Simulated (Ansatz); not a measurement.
Here is the system:

GaAg (CsCl type, Pm-3m), a = 3.191 Å, b = 3.191 Å, c = 3.191 Å, α = 90.00°, β = 90.00°, γ = 90.00°.

This is the LDA-relaxed structure.

Q: All from LDA (plane waves, PAW; program Ansatz), unless another level is named. Estimate the highest zone-centre frequency.

A: 126 cm⁻¹.

Q: And the bulk modulus (Birch–Murnaghan fit)?

A: 97.0 GPa.

Q: Predict the elastic constants (relaxed ions, GPa).

A: C11 = 85.8, C12 = 101, C44 = 1.3.

The workflow started from an entry of the Crystallography Open Database (COD). Whether it is the stable phase at ambient conditions was not checked. Symmetry was held in the LDA relaxation. At this level the phase is mechanically unstable. The run is not spin-polarised. As this level gives no gap, shear constants depend on the k-mesh and smearing (Fermi–Dirac, 0.1 eV here). As this level gives no gap, phonon frequencies hold no LO–TO term and depend on the k-mesh and smearing (Fermi–Dirac, 0.1 eV here).

Potentials: the later of the program's two PAW sets.
